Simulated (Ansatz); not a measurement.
**AuCu3-type LaMn3**

Method: PBE, scalar-relativistic; collinear spin; PAW, 420 eV, Γ-centred 8×8×8 mesh, 0.05 eV Gaussian smearing; code Ansatz. The datasets are Ansatz's generated set soft_2.

```
La Mn
1.0
     4.16474    0.00000    0.00000
     0.00000    4.16474    0.00000
     0.00000    0.00000    4.16474
La Mn
1 3
Direct
  0.00000 0.00000 0.00000
  0.00000 0.50000 0.50000
  0.50000 0.50000 0.00000
  0.50000 0.00000 0.50000
```

The cell came from substitution into a structure type; no database entry of this phase was matched, which doesn't show that none exists.

The geometry is fixed. Moments are started on Mn in several ways. Signs follow the order of those atoms. q is the propagation vector of an order in a doubled cell, in units of this cell's reciprocal vectors; doubled cells take an equivalent mesh or are counted from a ferromagnetic run in the same cell, unless said otherwise. Energies count from the first row, the state in which the cell was relaxed.

The starts:
- ferromagnetic
- no spin polarisation
- ferrimagnetic in the cell, signs ++-
- antiparallel, q = (0, 0, 1/2), signs +++---
- antiparallel, q = (0, 1/2, 1/2), signs +++---
- antiparallel, q = (1/2, 1/2, 1/2), signs +++---
- small parallel moments

Task: Which start ends lowest, and how far above it lies the solution without spin polarisation?

Result: Lowest, alike within 0.5 meV/atom: ferromagnetic; small parallel moments (which grew into the full parallel moments). Without spin polarisation the energy is 775 meV/atom higher.

```tsv
start	largest typed moment (μB)	ΔE (meV/atom)	gap on the mesh (eV)	P (GPa)	final spin moments (μB)
ferromagnetic	3.55	0.0	metal	0.0	La -0.15; Mn 3.24
no spin polarisation	0.00	775.2	metal	-12.9	none
ferrimagnetic in the cell, signs ++-	3.50	115.5	metal	2.4	Mn 3.22, -3.34
antiparallel, q = (0, 0, 1/2), signs +++---	3.50	55.2	metal	1.2	La -0.11, 0.11; Mn 3.27, 3.10, -3.27, -3.10
antiparallel, q = (0, 1/2, 1/2), signs +++---	3.50	61.9	metal	1.4	Mn 3.26, 3.25, -3.26, -3.25
antiparallel, q = (1/2, 1/2, 1/2), signs +++---	3.50	108.5	metal	0.6	Mn 3.15, -3.15
small parallel moments	0.50	0.0	metal	0.0	La -0.15; Mn 3.24
```

The program noted a lower state or an instability beside: ferrimagnetic in the cell, signs ++-; antiparallel, q = (0, 0, 1/2), signs +++---; antiparallel, q = (0, 1/2, 1/2), signs +++---; antiparallel, q = (1/2, 1/2, 1/2), signs +++---. The lower rows of the table may be what it saw.

The atoms aren't at rest in: antiparallel, q = (0, 0, 1/2), signs +++--- (forces up to 0.59 eV/Å); antiparallel, q = (0, 1/2, 1/2), signs +++--- (forces up to 0.10 eV/Å), so relaxing would lower these rows.

The cell was relaxed in the state of the first row, and its shape doesn't suit: antiparallel, q = (0, 1/2, 1/2), signs +++--- (uneven stress of 1.2 GPa); antiparallel, q = (1/2, 1/2, 1/2), signs +++--- (uneven stress of 1.8 GPa).

Without spin polarisation the pressure is 12.9 GPa lower than in the lowest state, so the magnetic solution wants the larger cell.

Only orders that fit these small cells were tried, so the real crystal's order may be another.

Scalar-relativistic only: spin–orbit splittings of the heavy atoms' levels are missing. Site moments are of spin, integrated over atomic spheres.

The state of the open shells isn't shown to be the lowest.
